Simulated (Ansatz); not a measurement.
**Stability checks on a candidate for TaTiSi4**

It was reached by relaxing an invented guess, and it needn't be the stable form of this composition.

All numbers below come from Ansatz 0.2.0, DFT PBE, scalar-relativistic, plane waves, PAW. Plane waves to 420 eV, a 10×12×12 mesh through Γ for the 6-atom cell and 0.10 eV Gaussian smearing; no spin polarisation.

```cif
data_structure
_symmetry_space_group_name_H-M 'Amm2'
_symmetry_Int_Tables_number 38
_cell_length_a 3.5918
_cell_length_b 3.5581
_cell_length_c 13.7842
_cell_angle_alpha 90.000
_cell_angle_beta 90.000
_cell_angle_gamma 90.000
_cell_volume 176.16
loop_
_atom_site_label
_atom_site_type_symbol
_atom_site_symmetry_multiplicity
_atom_site_Wyckoff_symbol
_atom_site_fract_x
_atom_site_fract_y
_atom_site_fract_z
_atom_site_occupancy
Ti1 Ti 2 b 0.50000 0.00000 0.10442 1
Ta1 Ta 2 a 0.00000 0.50000 0.39265 1
Si1 Si 2 b 0.50000 0.00000 0.44614 1
Si2 Si 2 a 0.00000 0.50000 0.06390 1
Si3 Si 2 b 0.50000 0.50000 0.24676 1
Si4 Si 2 a 0.00000 0.00000 0.24612 1
```

Energies over the elements count from the elements' standard structures at the same level, with no fitted energy shifts.

Task: These tests were run: energy against the elements; random kick, then relaxation without symmetry; phonons on a 2×2×2 q mesh. What do they show?

Result:

```
                                         test                         result
                  energy against the elements                  −0.42 eV/atom
random kick, then relaxation without symmetry                        returns
                    phonons on a 2×2×2 q mesh  no imaginary mode on the mesh
```

It fails none of these tests. Whether a mixture of other phases lies lower isn't tested here.

Spin–orbit coupling, which can matter for Ta, is left out. The kick test ran on a coarse mesh. The run for the phonons used a 10×12×12 k mesh and Fermi–Dirac smearing of 0.15 eV.
